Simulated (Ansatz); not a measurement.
A relaxed cell of Cr (Im-3m (No. 229)), relaxed on a k-mesh at least as fine as the one used below. All values below come from PBE (plane waves to 420 eV, PAW, scalar-relativistic; Ansatz, a first-principles code). Γ-centred k-mesh 11×6×11 on the run's cell (coarser than for final values), Fermi–Dirac smearing 0.05 eV.

```
Cr
1.0
    2.86614     0.00000     0.00000
    0.00000     5.73228     0.00000
    0.00000     0.00000     2.86614
Cr
4
Direct
  0.00000   0.00000   0.00000
  0.00000   0.50000   0.00000
  0.50000   0.25000   0.50000
  0.50000   0.75000   0.50000
```
Spin-polarised start, with opposed moments on Cr.

Every atom was then displaced, and the forces became (eV/Å):

| atom | Fx | Fy | Fz |
|---|---|---|---|
| Cr1 | 0.40 | -1.05 | 0.42 |
| Cr2 | -0.60 | -1.30 | -0.94 |
| Cr3 | -0.03 | 1.75 | 0.38 |
| Cr4 | 0.23 | 0.60 | 0.14 |

**Question.** Which atom was moved farthest relative to the others, and in which direction?

**Answer.** Cr2, by (0.08, 0.11, 0.12) Å (0.18 Å, mean shift removed); the next is Cr3 with 0.14 Å. Its force makes an angle of 169° with its move.

All displacements (Å):

```tsv
atom	ux	uy	uz
Cr1	-0.070	0.044	-0.110
Cr2	0.064	0.076	0.085
Cr3	-0.012	-0.168	-0.089
Cr4	-0.031	-0.098	-0.035
```

**Question.** Estimate the energy cost of the displacement in the harmonic approximation and compare with the calculation.

**Answer.** For a harmonic well ΔE = −½ Σ F·u = 0.367 eV a cell, or 92 meV/atom. The calculated energy relative to the undisplaced cell is +0.09 eV/atom, so the harmonic estimate holds well.

Spin state reached: antiferromagnetic (net 0.00 μB/atom), from parallel starting moments; other spin orders were not run from this start.

The run that gave the undisplaced cell could not lose the symmetry of its start; a randomly shaken copy of 4 atoms returns to this structure.
